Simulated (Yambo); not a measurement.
SrCuTeF (space group P4/nmm, No. 129), G0W0@PBEsol in Yambo; all else as in the reference (2×2×1 Γ-centred k mesh, bands 9 to 264 and a 7 Ry block in the screening, 264 bands in G with the Bruneval-Gonze terminator, plasmon pole fitted at 27.2 eV). One parameter is varied: the cutoff of the wavefunctions in Yambo, over 10, 20, 30, 50, 92 Ry.

**Question.** From which value on does the gap Γ → Γ stay within 0.05 eV of the largest setting?

**Answer.** From 50 Ry on.
| cutoff of the wavefunctions in Yambo (Ry) | G0W0 gap (eV) | valence shift (eV) |
|---|---|---|
| 10 | 2.07 | -0.07 |
| 20 | 1.79 | 0.01 |
| 30 | 1.96 | -0.30 |
| 50 | 2.22 | -0.56 |
| 92 | 2.25 | -0.58 |
The last step of the sweep still moves the gap by 26 meV; the other settings are held fixed.

The standard potential for Te keeps a d shell in the valence without the s and p states of that shell. In tests on such compounds this moved G0W0 gaps by up to about 0.9 eV, so absolute quasiparticle energies here are unreliable; differences between settings are what counts.

Spin-orbit coupling is not included.

Geometry of the Materials Project entry, not relaxed at this level; primitive cell a = b = 4.2764 Å, c = 9.2216 Å, α = β = γ = 90.00°.

The structure is a Materials Project entry; no match was found in the copy of COD used, and its stability was not checked.

A shift is the quasiparticle energy of the state minus its PBEsol energy.
